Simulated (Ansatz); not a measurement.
## Ansatz run, LiLaHS

input.yaml (Ansatz 0.2.0)

```yaml
crystal:
  lattice:
    - [3.964538, 0.0, 0.0]
    - [0.0, 3.964538, 0.0]
    - [0.0, 0.0, 8.834671]
  atoms:
    - { symbol: La, position: [0.25, 0.25, 0.13612] }
    - { symbol: La, position: [0.75, 0.75, 0.86388] }
    - { symbol: S, position: [0.25, 0.25, 0.69432] }
    - { symbol: S, position: [0.75, 0.75, 0.30568] }
    - { symbol: Li, position: [0.75, 0.25, 0.0] }
    - { symbol: Li, position: [0.25, 0.75, 0.0] }
    - { symbol: H, position: [0.75, 0.25, 0.5] }
    - { symbol: H, position: [0.25, 0.75, 0.5] }
  symmetry: { tolerance: 0.0003 }
kpoints:
  mp_grid: { grid: [7, 7, 3], shift: [0, 0, 0] }
  band_path:
    path:
      - [0.0, 0.0, 0.0]
      - [0.0, 0.5, 0.0]
      - [0.5, 0.5, 0.0]
      - [0.0, 0.0, 0.0]
      - [0.0, 0.0, 0.5]
      - [0.0, 0.5, 0.5]
      - [0.5, 0.5, 0.5]
      - [0.0, 0.0, 0.5]
      - [0.0, 0.5, 0.0]
      - [0.0, 0.5, 0.5]
      - [0.5, 0.5, 0.0]
    npoints: 6
magnetization:
  spin_polarized: false
scf:
  occupations: { method: methfessel_paxton, width: 0.0274 }
  lower_state_search: "off"
  max_iter: 200
hamiltonian:
  pseudopotentials: { kind: paw }
  xc: pbesol
basis:
  ecutwfc: 420
  fft_grid_basis: typed
output:
  forces: true
  stress: true
  eigenvalues: true
  bader: true
  populations: true
  elf: true
  write_potential: true
  volumetric_format: npy
  dos:
    e_range: [-12, 8]
    de: 0.05
    projected: { site_lists: { H: [H], La: [La], Li: [Li], S: [S] } }
checkpoint:
  read: saved_state
```

The saved state is an earlier solution for the same cell, perhaps on another mesh. 

Output (shortened):

```
La: projections on atomic orbitals take those of the free atom [Kr 4d10] 4f0 5s2 5p6 5d1 6s2, of charge +0.00 (hamiltonian.pseudopotentials.projection_atoms); the dataset's partial waves leave at most 1.9e-5 of an orbital's norm unspanned inside its sphere
Pseudopotentials: kind: paw
Pseudopotential: La, paw, valence charge 11, recommended cutoff 420 eV (normal), La.paw.azcp
Pseudopotential: S, paw, valence charge 6, recommended cutoff 420 eV (normal), S.paw.azcp
Pseudopotential: Li, paw, valence charge 3, recommended cutoff 420 eV (normal), Li.paw.azcp
Pseudopotential: H, paw, valence charge 1, recommended cutoff 420 eV (normal), H.paw.azcp
Functional definition: PBEsol
  exchange = pbesol_x
  correlation = pbesol_c
Crystal: 8 atoms, lattice volume = 138.859 Å³
Basis set: ecut = 420 eV, 2709 PW (Γ), exchange–correlation on 54×54×120 points (8 copies of the dense FFT grid, shifted against one another)
Bands: 29, of which v1, the nominal top of the filled ones, is band 21 counted from 1 (20 counted from 0)
Symmetry: 16 space group operations
Space group: P4/nmm (ITA 129), of the structure as read, at distance tolerance 1.6e-3 Å
k-points: 20 of 147
Initial density: read from a saved state, or passed on in memory by an earlier SCF of this step, an earlier step, the calling program or the single point that the run made first
Functional: x = pbesol(κ = 0.804, μ = 0.1235), c = pbesol(β = 0.046)
Free energy (F): -14520.9228 eV
Harris-Foulkes:  -14520.9228 eV  (|F-HF|=1.18e-8)
Internal energy: -14520.9223 eV  (E = F + TS)
E sigma→0 (E₀):  -14520.9226 eV
Entropy (-TS):   -0.0004 eV (-0.052 meV/atom)
Fermi energy:    7.8643 eV
--- Per-component energies (eV) ---
  E_band       = -279.5581
  E_kinetic    = 675.0797
  E_local      = -1827.8108  (includes V_loc(G=0)·N_el)
  E_nonlocal   = 192.0998
  E_hartree    = 682.9873
  E_xc         = -506.6339
  E_vxc        = -518.6076  (∫ρ·V_xc dr)
  E_paw        = -11867.9148  (= ΣΔE_a)
  E_vpaw       = -166.2879  (= ΣTr[D̂ρ^β])
  E_aug_tail   = -0.0015  (compensation charges beyond the density's cutoff)
  E_ewald      = -1869.1911
  E_core_change = 0.4629  (= ΣΔE_core)
  E_smearing   = -0.0004  (= −TS)
--- Forces (eV/Å), atoms counted from 1 ---
  atom   1  La     0.0000     0.0000     6.4795
  atom   2  La     0.0000     0.0000    -6.4795
  atom   3  S      0.0000     0.0000     1.3975
  atom   4  S      0.0000     0.0000    -1.3975
  atom   5  Li     0.0000     0.0000     0.0000
  atom   6  Li     0.0000     0.0000     0.0000
  atom   7  H      0.0000     0.0000     0.0000
  atom   8  H      0.0000     0.0000     0.0000
--- Stress (GPa, compression-positive) ---
        5.1799       0.0000       0.0000
        0.0000       5.1799       0.0000
        0.0000       0.0000      -0.7769
  P = ⅓ Tr σ = 3.1943 GPa (31.943 kbar)
--- Löwdin populations: 8 sites ---
  site symbol       q [e]
     0     La     11.4235
     1     La     11.4235
     2      S      6.1177
     3      S      6.1177
     4     Li      2.2324
     5     Li      2.2324
     6      H      1.0256
     7      H      1.0256
  spilling = 0.0096 (of n_electrons = 42.0000)
```

Origin: a known structure type with other elements, at an estimated volume, so it need not be a known compound. Caveats: many states at the Fermi level without spin polarisation, so a magnetic state may lie lower; atoms or cell far from equilibrium; f levels without a U or exact exchange are poorly placed.
